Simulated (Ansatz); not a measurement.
Structure: OsClBr as a Janus 1T monolayer, at its r2SCAN minimum. The sheet's in-plane cell has a = 3.716 Å, b = 3.716 Å (γ = 120.0°), and its outermost atoms lie 2.47 Å apart along the normal. Around Os lie 3 Cl at 2.46 Å and 3 Br at 2.49 Å; around Cl lie 3 Os at 2.46 Å; around Br lie 3 Os at 2.49 Å.

```xyz
3
Lattice="3.7160 0.0000 0.0000 -1.8580 3.2182 0.0000 0.0000 0.0000 29.9062" Properties=species:S:1:pos:R:3 pbc="T T F"
Os    0.0000    0.0000    9.0217
Cl    0.0000    2.1455   10.2235
Br    1.8580    1.0727    7.7548
```
Periodic in the plane only; c spans the vacuum.

The questions ask for values computed with the PAW code Ansatz on this geometry. (Calculated; non-magnetic; the phase may be known or hypothetical.)

Q: What gap does PBE give, and where are the band edges?

A: PBE gives a direct gap of 1.29 eV at Γ–M (0.50 of the way from Γ).

Q: Estimate the gap with PBE+SOC on 12×12×1.

A: The PBE+SOC gap is direct at Γ–M (0.47 of the way from Γ): 1.23 eV. The gap differs by -0.06 eV from PBE's.

Q: Estimate the gap with r2SCAN on 12×12×1.

A: With r2SCAN the gap is 1.73 eV and direct, at Γ–M (0.47 of the way from Γ). The gap differs by +0.44 eV from PBE's.

Q: Estimate the gap with PBE0 on 6×6×1.

A: The PBE0 gap is direct at Γ–M (0.47 of the way from Γ): 3.55 eV. The gap differs by +2.26 eV from PBE's.

Q: How does the gap change from PBE to r2SCAN0 (6×6×1)?

A: The r2SCAN0 gap is direct at Γ–M (0.47 of the way from Γ): 3.91 eV. The gap differs by +2.62 eV from PBE's.

Q: Order these levels by the gap that they give, smallest first.
A. HSE06
B. r2SCAN
C. r2SCAN0
D. PBE
E. LDA
F. PBE0

A: E (1.13 eV), D (1.29 eV), B (1.73 eV), A (2.79 eV), F (3.55 eV), C (3.91 eV).

Q: Roughly how does the cost of the PBE0 run (6×6×1) compare with r2SCAN's (12×12×1)?

A: About 15 times as much (22 core-minutes against 90 core-seconds, on 4 threads of Arm Neoverse N1 (shared host)).

Only the levels marked +SOC include spin-orbit coupling.

Where an edge lies off the special points, it is a point of the mesh or the k point where a search put PBE's edge or least direct gap, reused for the other functionals, whose own edges may lie a little apart.

The meshes of the hybrids are coarse, so their gaps aren't converged to the digits shown.

Set aside, since their points miss a band edge that the other levels read or their mesh is too coarse: LC-ωPBE.
